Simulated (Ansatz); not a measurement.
## CoPtO2, one structure, two calculations

Cell: a Materials Project structure (computed, not necessarily an observed phase).

```yaml
crystal:
  lattice:
    - [1.41227, 0.81537, 5.93939]
    - [-1.41227, 0.81537, 5.93939]
    - [0.00000, -1.63075, 5.93939]
  atoms:
    - { symbol: Co, position: [0.50000, 0.50000, 0.50000] }
    - { symbol: Pt, position: [0.00000, 0.00000, 0.00000] }
    - { symbol: O, position: [0.88776, 0.88776, 0.88776] }
    - { symbol: O, position: [0.11224, 0.11224, 0.11224] }
```

Atom numbers follow the list; atoms alike are taken as one site, whose name carries the number of the first.

First run. Method: Kohn–Sham DFT in Ansatz, PBE, plane waves and PAW, scalar-relativistic, collinear spin, 420 eV cutoff, Γ-centred 10×10×10 k-points, Fermi–Dirac smearing 0.02 eV. Start moments as typed (μB): 3 on each Co, none on the rest.

```
site  atom  V_zz (10²¹ V/m²)     η  m (μB)
  Co     1              1.71  0.00    0.00
  Pt     2              9.15  0.00   -0.07
   O     3              4.72  0.00    0.00
```

Second run. The same atoms and settings, except that the mesh is 13×13×13 and the Fermi–Dirac smearing is 0.05 eV.

(1) What does the second run give?

Answers

(1) 

| site | atom | V_zz | η | change of V_zz | m (μB) |
| --- | --- | --- | --- | --- | --- |
| Co | 1 | 1.73 | 0.00 | +0.02 | 0.00 |
| Pt | 2 | 11.68 | 0.00 | +2.53 | 0.00 |
| O | 3 | 4.70 | 0.00 | -0.02 | 0.00 |

The largest change of V_zz is on Pt, from 9.15 to 11.68. In per cent, |V_zz| changes by +28 on Pt, 0 on O (all sites that start above 2). The absolute magnetisation of the cell goes from 0.1 to 0.0 μB.

At this cell the PBE pressure is 6 GPa, so with PBE the cell would grow if it were relaxed. The entry's cell may itself be off. Spin–orbit coupling is left out, which shifts gradients on Pt by a few per cent in wide-gap crystals, and can shift them far more where the calculated gap is small or absent, as here. Semilocal functionals can leave a metal where correlation in the d or f shell opens a gap in the real compound, and that would change the values at and beside Co. With these PAW files V_zz is typically within 2 to 3 % of all-electron values, but misses above 10 % occur on Co.
For the first run: The run lost most of its start moments on Co; a state with other moments may lie lower. The magnetic order is the one that the run reached from its start moments, not necessarily the measured one (the real compound may not order at all).
For the second run: The start moments die out, and the run ends without spin.
